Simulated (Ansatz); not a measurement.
ZnS in space group R3m (No. 160; Pearson symbol hR6), DFT-LDA in the program Ansatz with PAW potentials. The conduction-band minimum lies at Γ, with 1 equivalent valley. Second derivatives d²E/dk² of the lowest band at one valley (eV·Å²), along Cartesian directions:

```csv
direction,d²E/dk²
[100],43.38
[010],43.38
[001],47.81
[110],43.38
[101],45.61
[011],45.62
```

Question: Find the principal effective masses, the density-of-states mass and the conductivity mass.

Answer: Off-diagonal terms follow from H_xy = H[110] − (H_xx + H_yy)/2, and m*/mₑ = 7.620 eV·Å² over each eigenvalue: 0.16, 0.18, 0.18. One valley's DOS mass (m₁m₂m₃)^(1/3) = 0.17, conductivity mass 3/(Σ 1/mᵢ) = 0.17 mₑ.

Question: What effective density of states Nc follows at 300 K for parabolic valleys?

Answer: Nc = 2.509e19 × 1 × (0.17)^(3/2) ≈ 1.8e18 cm⁻³.

Question: With the computed static dielectric constant 8.71 (mean of the diagonal), estimate a hydrogenic donor's binding energy and radius.

Answer: E = 13.606 eV × 0.17/8.71² ≈ 30 meV; a = 0.529 Å × ε/m* ≈ 27 Å. Semilocal masses tend to be too small where the gap is.

The first step of the workflow began from a Materials Project structure, measured or hypothetical; the Crystallography Open Database files this formula in space group No. 160, but the cells were not matched. It is not the phase usual at ambient conditions (space group No. 186, 216). The LDA relaxation kept the symmetry of its start; of distortions, only those at the zone centre were tested.

Potentials: the later of the program's two PAW sets.
